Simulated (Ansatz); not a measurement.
Ag:
```
Ag
1.0
    5.16190     0.00000     0.00000
    0.00000     5.16190     0.00000
    0.00000     0.00000     5.16190
Ag
8
Cartesian
  0.00000   0.00000   0.00000
  2.58095   2.58095   2.58095
  1.29048   0.00000   2.58095
  3.87143   0.00000   2.58095
  2.58095   1.29048   0.00000
  2.58095   3.87143   0.00000
  0.00000   2.58095   1.29048
  0.00000   2.58095   3.87143
```

Relaxed with PBEsol. Special points in fractions of this cell's reciprocal vectors: Γ (0.000, 0.000, 0.000); X (0.000, 0.500, 0.000); M (0.500, 0.500, 0.000); R (0.500, 0.500, 0.500).

Task: List the band energies nearest the Fermi level at these points for PBEsol with spin–orbit coupling (plane waves, PAW; program Ansatz).

Result: In eV from the Fermi level; about four levels below and three above (degenerate sets whole), none deeper than 8.9 eV; points with the same levels are listed once.

| k | below | above |
|---|---|---|
| Γ | -0.07 -0.07 -0.07 -0.07 | 1.08 1.08 1.08 1.08 |
| X | -2.51 -2.51 -2.51 -2.51 | 0.93 0.93 0.93 0.93 |
| M | -2.40 -2.40 -2.40 -2.40 | 1.30 1.30 2.72 2.72 |
| R | -1.07 -1.07 -1.07 -1.07 | 10.35 10.35 10.35 10.35 |

Space group Pm-3n (A15 (β-W type)). The start of the workflow was typed in or built on a structure type; neither database checked (COD, Materials Project) lists it. It is not the phase usual at ambient conditions (space group No. 225). The PBEsol relaxation kept the symmetry of its start. At this level the phase is mechanically unstable. The run is not spin-polarised.

Potentials: the later of the program's two PAW sets.
